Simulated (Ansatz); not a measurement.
RbCr5S8:
```
RbCr5S8
1.0
    9.01014     1.74977     0.00000
   -9.01014     1.74977     0.00000
   -2.30658     0.00000     8.46604
Rb Cr S
1 5 8
Direct
  0.50000   0.50000   0.00000
  0.29540   0.70460   0.16485
  0.70460   0.29540   0.83515
  0.34121   0.65879   0.52553
  0.65879   0.34121   0.47447
  0.00000   0.00000   0.50000
  0.23806   0.76194   0.65617
  0.76194   0.23806   0.34383
  0.17169   0.82831   0.98617
  0.82831   0.17169   0.01383
  0.08569   0.91431   0.33024
  0.91431   0.08569   0.66976
  0.42298   0.57702   0.35219
  0.57702   0.42298   0.64781
```
The run is spin-polarised; directions of the spins, atom by atom: 0 ↑ ↑ ↑ ↑ ↑ 0 0 0 0 0 0 0 0.

Relaxed with r²SCAN.

Problem. Map the valence electron density (e/Å³), cut off at 0.9 on the plane through (0.500, 0.500, 0.000) spanned by u = [0, 0, 1] and v = [1, -1, 1] in lattice vectors, from r²SCAN (plane waves, PAW; program Ansatz).

Solution. x is the fraction of u, y of v (the angle between them is 77°; rows are the nearest grid lines); atoms in the plane: Rb at (0.00, 0.00), Cr at (0.37, 0.80), Cr at (0.63, 0.20), Cr at (0.68, 0.84), Cr at (0.32, 0.16), Cr at (0.00, 0.50), S at (0.92, 0.74), S at (0.08, 0.26), S at (0.31, 0.67), S at (0.69, 0.33).
```
y \ x   0.000  0.100  0.175  0.275  0.375  0.450  0.550  0.625  0.725  0.825  0.900   1.00
------  -----  -----  -----  -----  -----  -----  -----  -----  -----  -----  -----  -----
1.00    0.810  0.900  0.055  0.049  0.164  0.171  0.171  0.164  0.049  0.055  0.900  0.810
0.925   0.124  0.087  0.028  0.160  0.900  0.260  0.463  0.115  0.101  0.053  0.032  0.124
0.850   0.014  0.039  0.084  0.201  0.399  0.346  0.300  0.900  0.900  0.120  0.037  0.014
0.775   0.375  0.050  0.065  0.383  0.900  0.900  0.132  0.130  0.215  0.784  0.900  0.375
0.700   0.699  0.140  0.320  0.900  0.900  0.173  0.032  0.036  0.058  0.341  0.900  0.699
0.625   0.049  0.040  0.069  0.506  0.750  0.197  0.055  0.310  0.900  0.410  0.094  0.049
0.550   0.578  0.125  0.045  0.015  0.020  0.024  0.035  0.182  0.900  0.900  0.394  0.578
0.450   0.578  0.394  0.900  0.900  0.182  0.035  0.024  0.020  0.015  0.045  0.125  0.578
0.375   0.049  0.094  0.410  0.900  0.310  0.055  0.197  0.750  0.506  0.069  0.040  0.049
0.300   0.699  0.900  0.341  0.058  0.036  0.032  0.173  0.900  0.900  0.320  0.140  0.699
0.225   0.375  0.900  0.784  0.215  0.130  0.132  0.900  0.900  0.383  0.065  0.050  0.375
0.150   0.014  0.037  0.120  0.900  0.900  0.300  0.346  0.399  0.201  0.084  0.039  0.014
0.0750  0.124  0.032  0.053  0.101  0.115  0.463  0.260  0.900  0.160  0.028  0.087  0.124
0.000   0.810  0.900  0.055  0.049  0.164  0.171  0.171  0.164  0.049  0.055  0.900  0.810
```

The density is the valence pseudo-density with augmentation charge, so density and ELF within about 1 Å of a nucleus are not all-electron values.

Space group C2/m. The workflow started from a Materials Project entry (that database holds measured and hypothetical structures alike); the Crystallography Open Database files this formula in space group No. 12, but the cells were not matched. Whether it is the stable phase at ambient conditions was not checked. Symmetry was held in the r²SCAN relaxation; its stability against distortions is not shown here. Magnetic state: ferromagnetic, the only order run, not a proven ground state. Other orbital occupations within this spin state were not tried. No Hubbard U is applied.

Potentials: the later of the program's two PAW sets.
